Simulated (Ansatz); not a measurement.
# A run on W$_{3}$N$_{4}$ that went wrong

Intended: W$_{3}$N$_{4}$, PBE, plane waves and PAW in Ansatz. The input:

```yaml
crystal:
  lattice:
    - [4.122, 0.0, 0.0]
    - [0.0, 4.122, 0.0]
    - [0.0, 0.0, 4.122]
  atoms:
    - { symbol: W, position: [0.5, 0.5, 0.0] }
    - { symbol: W, position: [0.0, 0.5, 0.5] }
    - { symbol: W, position: [0.5, 0.0, 0.5] }
    - { symbol: "N", position: [0.5, 0.5, 0.5] }
    - { symbol: "N", position: [0.5, 0.0, 0.0] }
    - { symbol: "N", position: [0.0, 0.5, 0.0] }
    - { symbol: "N", position: [0.0, 0.0, 0.5] }
basis:
  ecutwfc: 420
kpoints:
  mp_grid: { grid: [10, 10, 10] }
hamiltonian:
  xc: pbe
  hubbard: { sites: [{ species: Fe, l: d, u_eff: 4.0 }] }
scf:
  occupations: { method: gaussian, width: 0.1 }
output:
  forces: true
  stress: true
  eigenvalues: true
```

Command:

```bash
ansatz run input.yaml --threads 2 --pin off --max-ram 5120MiB --backend cpu --events-out ev --progress --plain --runs-dir out
```

The program printed:

```text
Error: inconsistent input (hamiltonian.hubbard.sites[].species, crystal.atoms): hamiltonian.hubbard: Fe is not a species of this cell
```

Task: What is the cause?
A. A Hubbard U on a species that isn't in the cell
B. Starting moments without spin polarisation
C. Starting moments far too small
D. Lattice vectors in bohr read as angstrom
E. A functional's name that the program doesn't know

Result: A. The entry names no atom of the cell. The cure is the entry removed.

The change to the input:

```diff
 hamiltonian:
-  hubbard: { sites: [{ species: Fe, l: d, u_eff: 4.0 }] }
```

Result of the mended run: a pressure of 27.02 GPa, no gap.

Time of the mended run: 10 s on 2 threads of Arm Neoverse N1, with other jobs on the host, peak memory 0.4 GiB.